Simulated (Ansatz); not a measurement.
Born–Oppenheimer molecular dynamics of a 20-atom Al7C6N7 cell at 10.97 Å³/atom, computed with Ansatz: Langevin thermostat at 2880 K, 250 steps of 2.0 fs, friction 0.03 1/fs. The run is short and the cell small, so it isn't an equilibrium average.

```yaml
crystal:
  lattice:
    - [5.8984, 0.204643, -0.247932]
    - [0.204643, 6.139471, 0.157323]
    - [-0.247932, 0.157323, 6.081896]
  atoms:
    - { symbol: C, position: [0.2234051077, 0.4802121285, 0.1427218397] }
    - { symbol: C, position: [0.7145652571, 0.4706115548, 0.4951320001] }
    - { symbol: C, position: [0.409480946, 0.8932979048, 0.9252046264] }
    - { symbol: C, position: [0.2813757089, 0.183197508, 0.5580901832] }
    - { symbol: C, position: [0.0339588035, 0.7512199333, 0.4405682563] }
    - { symbol: C, position: [0.8190588391, 0.9646573776, 0.7447630562] }
    - { symbol: Al, position: [0.3094132708, 0.8056735702, 0.2085032017] }
    - { symbol: Al, position: [0.4207472128, 0.6052601431, 0.8296023013] }
    - { symbol: Al, position: [0.5361367948, 0.2017320643, 0.8164139363] }
    - { symbol: Al, position: [0.8606954415, 0.1468952557, 0.3156787552] }
    - { symbol: Al, position: [0.8709818892, 0.6107319218, 0.1301753854] }
    - { symbol: Al, position: [0.5033199521, 0.3744763482, 0.2291077466] }
    - { symbol: Al, position: [0.1304591575, 0.9571645561, 0.7321740772] }
    - { symbol: "N", position: [0.8650203304, 0.8487381248, 0.2946921481] }
    - { symbol: "N", position: [0.9053909224, 0.7605364508, 0.789217888] }
    - { symbol: "N", position: [0.2292195179, 0.6832085867, 0.5330032288] }
    - { symbol: "N", position: [0.2180976415, 0.299503853, 0.0338734495] }
    - { symbol: "N", position: [0.4003577979, 0.0838161795, 0.4136506253] }
    - { symbol: "N", position: [0.6753807771, 0.4701359717, 0.6952954131] }
    - { symbol: "N", position: [0.7153962756, 0.319649539, 0.059211007] }
  symmetry: { detect: false }
basis:
  ecutwfc: 420
  xc_grid: 1
kpoints:
  mp_grid: { grid: [1, 1, 1], shift: [0.25, 0.25, 0.25] }
hamiltonian:
  xc: pbe
scf:
  occupations: { method: fermi_dirac, width: 0.2482 }
  lower_state_search: "off"
  convergence: { dr2_threshold: 1.0e-05 }
output:
  forces: true
  stress: true
md:
  timestep: 2.0
  n_steps: 250
  ensemble: nvt_langevin
  friction: 0.03
  temperature: 2880.0
  initial_velocities: maxwell_boltzmann
  seed: 22452
```

```bash
ansatz run input.yaml --threads 2 --pin off --max-ram 5120MiB --backend cpu --events-out ev --progress --plain --runs-dir out
```

The calculation used DFT PBE, scalar-relativistic, plane waves, PAW in Ansatz 0.2.0.

6 frames, positions in Å (not wrapped into the cell) and forces in eV/Å:

```xyz
20
Lattice="5.898 0.205 -0.248 0.205 6.139 0.157 -0.248 0.157 6.082" Properties=species:S:1:pos:R:3:forces:R:3 pbc="T T T" time_fs=0.0 temperature_K=2736 free_energy_over_first_frame_eV=0.000
C     1.381    3.016    0.888   -5.490    2.520   -1.840
C     4.188    3.113    2.908    0.060   -1.270   -0.880
C     2.369    5.714    5.666    0.110    0.080    0.950
C     1.559    1.270    3.353    0.770   -1.210   -1.950
C     0.245    4.688    2.789   -0.110   -0.410    0.170
C     4.844    6.207    4.478   -1.990   -1.850    0.450
Al    1.938    5.043    1.318    1.670    0.900    0.630
Al    2.400    3.933    5.036    0.230    0.470   -1.330
Al    3.001    1.477    4.864    1.150   -2.980    0.730
Al    5.029    1.128    1.730    0.190    1.380    0.630
Al    5.230    3.948    0.672   -0.420   -2.450   -2.730
Al    2.989    2.438    1.328    0.200   -1.990    4.480
Al    0.784    6.018    4.571    3.010    1.320    0.780
N     5.203    5.434    1.711    2.090   -0.260    1.130
N     5.300    4.979    4.695   -2.170    2.850    2.380
N     1.360    4.325    3.292   -1.280    1.170   -1.630
N     1.339    1.889    0.199    1.030    0.280   -0.470
N     2.276    0.662    2.430    0.030    1.220   -0.360
N     3.907    3.134    4.135   -1.410    0.290   -1.530
N     4.270    2.118    0.233    2.340   -0.050    0.400
20
Lattice="5.898 0.205 -0.248 0.205 6.139 0.157 -0.248 0.157 6.082" Properties=species:S:1:pos:R:3:forces:R:3 pbc="T T T" time_fs=100.0 temperature_K=3294 free_energy_over_first_frame_eV=-1.459
C     0.623    2.691    0.803    3.980   -0.320   -2.540
C     4.098    4.317    2.723    1.170   -0.910   -1.790
C     2.321    5.394    6.113   -0.290   -2.150   -1.440
C     2.525    0.721    3.753   -1.240    0.510   -2.870
C    -0.358    4.380    2.499   -1.910    1.330    2.000
C     4.859    6.343    4.466   -1.710   -0.660    1.430
Al    1.893    5.017    1.874   -0.250    1.800   -1.880
Al    2.198    4.065    4.351   -2.740    0.420    3.320
Al    3.150    0.761    5.663    1.310    2.070    0.320
Al    5.623    1.628    1.912    0.950   -0.250   -0.460
Al    4.205    4.003    0.443    1.260    1.230   -0.670
Al    2.860    2.376    2.006   -2.460    0.000    3.190
Al    0.767    6.607    4.552    2.360   -0.220    0.070
N     5.837    5.228    1.091   -1.950   -0.350    0.340
N     4.857    5.226    4.954    0.440    0.090   -0.040
N     0.696    4.492    3.348    2.920   -0.800    1.750
N     1.470    2.716   -0.126   -2.220   -0.680    1.130
N     2.356    0.611    2.303   -0.100   -0.090    3.820
N     3.717    3.371    3.692    0.070   -0.920   -0.980
N     4.134    2.019    0.959    0.410   -0.080   -4.690
20
Lattice="5.898 0.205 -0.248 0.205 6.139 0.157 -0.248 0.157 6.082" Properties=species:S:1:pos:R:3:forces:R:3 pbc="T T T" time_fs=200.0 temperature_K=3504 free_energy_over_first_frame_eV=-1.506
C    -0.155    2.416    0.414   -3.500    5.060    3.410
C     4.098    4.191    2.717    0.880   -0.220   -0.190
C     2.322    5.400    5.732    2.670   -2.600    1.020
C     2.023    1.187    3.529    0.160    0.440   -2.560
C    -0.620    4.994    2.555    0.430   -2.030   -0.020
C     5.028    7.007    4.009    0.310   -5.980    4.530
Al    2.316    5.120    1.582   -0.770    3.300    1.830
Al    1.781    3.785    4.373    0.460    0.630    0.040
Al    3.678    0.884    6.033   -1.620    0.580   -1.210
Al    4.879    2.019    2.495    0.390    3.040   -1.820
Al    4.274    4.000   -0.273   -0.460    0.310   -0.100
Al    2.424    2.882    1.803   -0.930   -2.870    2.180
Al    1.213    6.598    5.104   -3.030    0.870   -1.320
N     4.991    5.686    1.077    0.990   -0.840    1.930
N     5.064    5.907    4.701   -0.850    3.840   -0.720
N     0.709    5.210    3.111   -0.920   -1.920   -1.230
N     0.523    1.664   -0.110    3.860   -4.130   -2.890
N     2.536    0.878    2.415   -0.510    0.040    0.980
N     3.801    3.187    3.789    0.510    3.790   -0.690
N     3.115    2.468    0.264    1.940   -1.320   -3.160
20
Lattice="5.898 0.205 -0.248 0.205 6.139 0.157 -0.248 0.157 6.082" Properties=species:S:1:pos:R:3:forces:R:3 pbc="T T T" time_fs=300.0 temperature_K=2882 free_energy_over_first_frame_eV=0.108
C    -0.398    2.583    0.552    2.860    0.860    0.580
C     4.209    2.873    3.395   -0.430   -0.530    0.930
C     2.689    6.341    6.162    1.850   -2.430    0.700
C     2.509    1.829    3.527    1.270    0.370   -1.340
C     0.162    5.358    2.382    3.910    1.310    0.790
C     6.014    6.353    4.619   -1.170   -0.300   -0.750
Al    2.121    5.852    1.929    0.440    1.770   -1.580
Al    2.166    4.272    4.372    1.060    0.350    0.770
Al    3.990    1.863    5.816   -5.970   -3.510   -3.880
Al    5.100    1.802    1.953   -0.050   -1.430    2.650
Al    4.099    4.312    0.445    3.570    3.920   -0.350
Al    1.994    3.064    1.617    0.050   -3.120   -1.590
Al    1.562    7.264    5.071   -0.030    2.210    1.390
N     5.101    5.532    1.393   -1.190    0.140   -0.290
N     4.927    5.892    4.547   -0.500    0.840    1.140
N     1.241    4.269    2.726   -0.770    1.230    0.550
N     0.961    2.176    0.348   -2.330   -0.240    0.260
N     2.768    1.272    2.305   -0.220    0.250    1.250
N     4.076    4.004    3.829   -1.070    0.710   -0.810
N     2.779    3.413   -0.070   -1.270   -2.390   -0.420
20
Lattice="5.898 0.205 -0.248 0.205 6.139 0.157 -0.248 0.157 6.082" Properties=species:S:1:pos:R:3:forces:R:3 pbc="T T T" time_fs=400.0 temperature_K=2847 free_energy_over_first_frame_eV=-3.704
C    -0.556    2.487    1.269   -2.850   -3.070    1.420
C     5.080    2.847    4.176   -0.830    0.900   -0.860
C     2.845    6.025    5.890    0.970    1.390   -0.100
C     2.204    1.841    3.545   -1.110    0.080    1.060
C     0.267    5.664    2.165   -2.580   -0.470   -1.370
C     6.113    6.720    4.853   -0.900   -4.450   -0.490
Al    2.119    6.216    1.432   -0.410   -1.830    1.810
Al    2.835    4.515    4.490   -1.320    0.590   -0.430
Al    3.837    1.715    5.972   -0.830   -1.250   -1.970
Al    4.873    1.314    2.637    0.840    0.880    0.400
Al    3.987    3.998    0.962   -0.620    2.660    0.080
Al    1.728    3.003    1.564    0.760    2.320    1.710
Al    1.337    8.021    5.563    0.700   -0.220   -5.140
N     5.425    5.125    1.255    1.530    1.920    2.160
N     5.933    5.521    4.896    0.220    1.920   -0.220
N     2.298    4.556    2.558    0.770   -1.000   -1.110
N     0.557    1.908    0.817    1.760   -0.390    1.590
N     2.771    1.370    2.538    0.840   -0.690   -0.680
N     4.413    3.806    3.777    1.120   -0.950    1.260
N     2.641    2.965   -0.165    1.960    1.660    0.900
20
Lattice="5.898 0.205 -0.248 0.205 6.139 0.157 -0.248 0.157 6.082" Properties=species:S:1:pos:R:3:forces:R:3 pbc="T T T" time_fs=500.0 temperature_K=2817 free_energy_over_first_frame_eV=-2.978
C    -0.757    2.253    1.068   -0.720   -1.730   -0.110
C     4.871    2.938    4.069    1.870    1.110    0.250
C     2.974    6.243    6.103   -1.120    0.490   -0.330
C     2.080    1.058    3.235   -5.460    1.260    0.970
C     0.041    5.772    1.746   -0.790   -2.660    1.150
C     5.759    6.261    4.699   -0.980    2.090    0.470
Al    2.282    6.413    1.701   -1.350   -2.180   -1.750
Al    2.611    4.810    4.413    0.360    0.010    0.900
Al    3.546    1.920    5.659    0.410   -1.790   -0.880
Al    4.720    1.770    2.545    1.690   -1.640   -0.020
Al    3.936    3.920    1.069   -2.130    2.460    1.000
Al    1.331    4.019    1.055    0.650   -0.980    1.710
Al    1.144    8.071    5.204    0.200   -0.460    1.520
N     5.383    4.825    1.635    3.630    4.950   -0.740
N     6.676    5.820    4.127    1.610   -1.680    0.100
N     2.712    4.342    2.581   -1.180    0.770   -2.010
N     0.553    2.321    0.878    1.350   -0.440   -1.450
N     3.198    1.424    3.397    4.170    0.530    1.130
N     4.911    4.120    4.338   -1.520   -0.550    0.700
N     2.655    3.263   -0.157   -0.690    0.450   -2.620
```

Over the second half the temperature averages 2624 K and the pressure (kinetic part included, positive in compression) 11.8 GPa. Mean square displacements at the end: Al 1.68 Å², C 2.08 Å², N 1.93 Å² (from the start of this run, the atoms' common shift taken off).

One k point is coarse for so small a cell, so forces and above all the pressure are rough.

Time: 3.3 min on 2 threads of Arm Neoverse V2 (shared host), peak memory 0.36 GiB.